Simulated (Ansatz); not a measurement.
How much do the gradients of Mg5ZnN4 depend on the method?

Cell: a Materials Project structure (computed, not necessarily an observed phase), atoms as given.

Space group Pmmn:1 (No. 59); a = 6.7593, b = 7.1474, c = 5.1834 Å.

```
site  Wyckoff  site symmetry       x       y       z
 Mg1       8g              1  0.2526  0.3009  0.7506
 Mg9       2a            mm2  0.5000  0.5000  0.2776
  Zn       2b            mm2  0.0000  0.5000  0.2733
 N13       4f            .m.  0.7487  0.5000  0.0471
 N17       4e            m..  0.5000  0.2520  0.4974
```

One atom of each set is listed.

First run. Level of theory: DFT, PBE, plane waves and PAW, scalar-relativistic, 420 eV cutoff, Γ-centred 4×4×6 k-points, Fermi–Dirac smearing 0.02 eV (Ansatz 0.2.0).

```
site  V_zz (10²¹ V/m²)     η
 Mg1              2.37  0.89
 Mg9             -0.55  0.56
  Zn             -2.59  0.85
 N13             -2.56  0.16
 N17              1.35  0.16
```

Second run. The same atoms and settings, except that the functional is r2SCAN and the cutoff is 500 eV.

Task: Given the first result, estimate the second.

Result: 

```tsv
site	V_zz	η	change of V_zz
Mg1	2.49	0.88	+0.12
Mg9	-0.54	0.62	+0.01
Zn	-2.63	0.85	-0.04
N13	-2.61	0.13	-0.05
N17	1.35	0.06	0.00
```

The largest change of V_zz is on Mg1, from 2.37 to 2.49. In per cent, |V_zz| changes by -1 to +5 on Mg, +2 on Zn, 0 to +2 on N (all sites that start above 0.5).

For the first run: With a gap of 0.8 eV on this mesh, small gradients can still move by 0.1 × 10²¹ V/m² or more as the k-mesh gets denser.
For the second run: With these PAW files V_zz is typically within 2 to 3 % of all-electron values, but misses above 10 % occur on Zn.
